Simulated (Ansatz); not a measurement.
GeW$_{2}$:
```
CELL_PARAMETERS angstrom
      3.76569     0.00000     0.00000
      0.00000     3.76569     0.00000
      0.00000     0.00000     6.82629
ATOMIC_POSITIONS crystal
  W  0.00000 0.00000 0.00000
  W  0.50000 0.50000 0.00000
  W  0.50000 0.00000 0.32758
  W  0.00000 0.50000 0.67242
  Ge 0.50000 0.00000 0.70706
  Ge 0.00000 0.50000 0.29294
```

This is the PBE-relaxed structure.

**Question.** All from PBE in the plane-wave PAW code Ansatz, unless another level is named. Give the electronic character.

**Answer.** metallic (no gap).

**Question.** Predict the density of states at the Fermi level.

**Answer.** 0.71 states/eV per atom (mean over ±0.08 eV).

**Question.** Predict the formation energy from the elements (no fitted shifts).

**Answer.** 0.35 eV/atom.

Space group P4/nmm. A made-up cell: these elements were put on the sites of a structure type; neither database checked (COD, Materials Project) lists it. Its standing as an ambient phase is unchecked. The cell was relaxed with PBE under the symmetry of its start; its stability against distortions is not shown here. No spin polarisation was allowed. The references are the lowest solids computed at this level, not always the standard phases. Spin–orbit coupling is left out wherever it is not named.

Potentials: the later of the program's two PAW sets.
